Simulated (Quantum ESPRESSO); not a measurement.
# Kohn-Sham bands of MoP (P-6m2)

```
CELL_PARAMETERS angstrom
      3.23476     0.00000     0.00000
     -1.61738     2.80138     0.00000
      0.00000     0.00000     3.18228
ATOMIC_POSITIONS crystal
  Mo 0.00000 0.00000 0.00000
  P  0.33333 0.66667 0.50000
```

Cell from Materials Project (mp-219), symmetrised, no further relaxation. COD (Crystallography Open Database) has an entry of this formula and space group (matched by these alone). Computed values, not measurements, from PBEsol: Quantum ESPRESSO (norm-conserving PseudoDojo potentials, cutoff 64 Ry, spinors with spin-orbit coupling) on a Γ-centred 6×6×6 mesh, then Wannier90. Density: 12×12×10 mesh, cold smearing 0.01 Ry.

Energies are relative to the Fermi level; weights are on the orthonormalised atomic waves of the pseudopotential files, averaged over the group. 19 electrons a cell are treated as valence.

| bands | from (eV) | to (eV) | filling | weight on atomic waves |
|---|---|---|---|---|
| 1–2 | -61.09 | -61.03 | filled | ? |
| 3–4 | -37.03 | -36.85 | filled | ? |
| 5–8 | -34.65 | -34.24 | filled | ? |
| 9–10 | -13.89 | -10.78 | filled | ? |

Which atomic shells make up each group?


- 1–2, weight on atomic waves: Mo 4s 95 %
- 3–4, weight on atomic waves: Mo 4p 98 %
- 5–8, weight on atomic waves: Mo 4p 98 %
- 9–10, weight on atomic waves: P 3s 62 %, Mo 4d 18 %, Mo 5s 14 %

No gap over 0.05 eV opens at the Fermi level at this level of theory.
